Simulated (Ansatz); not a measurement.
# Is this TiC8 structure a true minimum?

It was reached by relaxing an invented guess, and it needn't be the stable form of this composition.

Level of theory: DFT PBE+D3(BJ), scalar-relativistic, plane waves, PAW (Ansatz). Plane waves to 420 eV, a k mesh through Γ of 9×9×10 on the computed 9-atom cell and Gaussian smearing (0.10 eV); no spin polarisation.

The cell below (9 atoms, space group P6/mmm (No. 191)) is relaxed within its symmetry.

```cif
data_structure
_symmetry_space_group_name_H-M 'P 1'
_symmetry_Int_Tables_number 1
_cell_length_a 5.0010
_cell_length_b 5.0010
_cell_length_c 3.6382
_cell_angle_alpha 90.000
_cell_angle_beta 90.000
_cell_angle_gamma 120.000
_cell_volume 78.80
loop_
_atom_site_label
_atom_site_type_symbol
_atom_site_fract_x
_atom_site_fract_y
_atom_site_fract_z
_atom_site_occupancy
Ti1 Ti 0.00000 0.00000 0.50000 1
C1 C 0.33333 0.66667 0.00000 1
C2 C 0.33662 0.16831 0.00000 1
C3 C 0.83169 0.66338 0.00000 1
C4 C 0.83169 0.16831 0.00000 1
C5 C 0.16831 0.83169 0.00000 1
C6 C 0.16831 0.33662 0.00000 1
C7 C 0.66338 0.83169 0.00000 1
C8 C 0.66667 0.33333 0.00000 1
```

For the test it was strained at random (σ = 1.5 % a component), the atoms were moved at random (σ = 0.15 Å), and all was relaxed again on a coarse 6×6×6 mesh (in the run’s order of axes) with 0.20 eV smearing, with no symmetry imposed.

Task: What happens?

Result: It returns, within 1 meV/atom of the unmoved cell on that mesh and with the same symmetry when read at 0.1 Å. No instability shows in this cell; modes of other wave vectors, which need another repeat, aren't tested.
